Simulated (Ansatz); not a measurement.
**Trial structures of TiSiTe4: starts and ends**

Theory: Ansatz, DFT PBE, scalar-relativistic, plane waves, PAW. Settings: cutoff 420 eV, Γ-centred meshes spaced at most about 0.3 Å⁻¹, and about 0.25 Å⁻¹ or finer for metals (2π included), Gaussian smearing. Collinear spin in cells that started with moments and kept them past the coarse steps, no spin elsewhere.

Each guess was relaxed in cell and atoms at zero pressure, within the symmetry of its start. Temperature and zero-point effects are left out. Coordination counts Si or Te atoms around Ti (for each partner element, those within 1.25 times its shortest distance or 1.15 times the sum of covalent radii, where it is the nearest in units of that sum or under 1.3; a plus sign parts groups by distance over the sum of covalent radii; the shortest distance is added where it exceeds 1.18 times the sum of covalent radii).

```tsv
guess	made from	start group	V start (Å³/atom)	end group	V end (Å³/atom)	coordination at the end	gap on mesh (eV)	largest moment (μB)	E over the lowest end (meV/atom)
1	random cell	P6mm	27.2	P6mm	28.9	Ti 7	0	-	452
2	NbVO4 type	Cmmm	28.4	Cmmm	28.8	Ti 6	0	-	0
3	TmCdCu4 type	F-43m	25.2	F-43m	28.4	Ti 12 from 3.6 Å	0	1.9	1067
4	GdDyC4 type	Cmmm	23.0	Cmmm	25.3	Ti 8	0	-	238
5	random cell	P6mm	30.2	?	?	?	?	?	?
```

Guess 5 as it starts:

```
Ti Si Te
1.0
     4.88303    0.00000    0.00000
    -2.44151    4.22883    0.00000
     0.00000    0.00000    8.77539
Ti Si Te
1 1 4
Direct
  0.00000 0.00000 0.13650
  0.00000 0.00000 0.47748
  0.50000 0.00000 0.30580
  0.00000 0.50000 0.30580
  0.50000 0.50000 0.30580
  0.00000 0.00000 0.70762
```

Task: Predict the end of this guess and its energy over the lowest end.

Result: It ends in space group P6mm (No. 183), with a = 6.119 Å, c = 7.483 Å, 40.4 Å³/atom and no gap, with moments up to 0.6 μB. It lies 0.44 eV/atom over the lowest end, above guess 4 and below guess 1. Counting Si or Te atoms around Ti, this end has Ti 2+6 and the lowest (guess 2) has Ti 6.

```cif
data_structure
_symmetry_space_group_name_H-M 'P 1'
_symmetry_Int_Tables_number 1
_cell_length_a 6.1193
_cell_length_b 6.1193
_cell_length_c 7.4830
_cell_angle_alpha 90.000
_cell_angle_beta 90.000
_cell_angle_gamma 120.000
_cell_volume 242.67
loop_
_atom_site_label
_atom_site_type_symbol
_atom_site_fract_x
_atom_site_fract_y
_atom_site_fract_z
_atom_site_occupancy
Ti1 Ti 0.00000 0.00000 0.16234 1
Si1 Si 0.00000 0.00000 0.48518 1
Te1 Te 0.50000 0.00000 0.26413 1
Te2 Te 0.00000 0.50000 0.26413 1
Te3 Te 0.50000 0.50000 0.26413 1
Te4 Te 0.00000 0.00000 0.79909 1
```

Formation energies are uncorrected and refer to the elements' standard structures at the same level.

Task: Is the lowest end bound against the elements?

Result: Yes: its formation energy is −0.15 eV/atom. It lies below the elements, which doesn't yet make it stable against other compounds or structures.

The k mesh leaves some 4 meV/atom of noise in the energy of each metallic cell. No dispersion correction is applied, so the spacing and binding between layers, chains or molecules are poorly described (Cmmm at 25.3 Å³/atom, P6mm at 28.9 Å³/atom), and this can change margins and order among such cells. These runs have no spin–orbit coupling, which can matter for Te. The reference form of Te is held partly by dispersion forces, which this level lacks. Another magnetic order may lie lower. Cells relaxed within their symmetry can be saddle points. A lower structure may well exist outside this small set. Some types were kept out of the candidates beforehand, so the set may lack a known form.
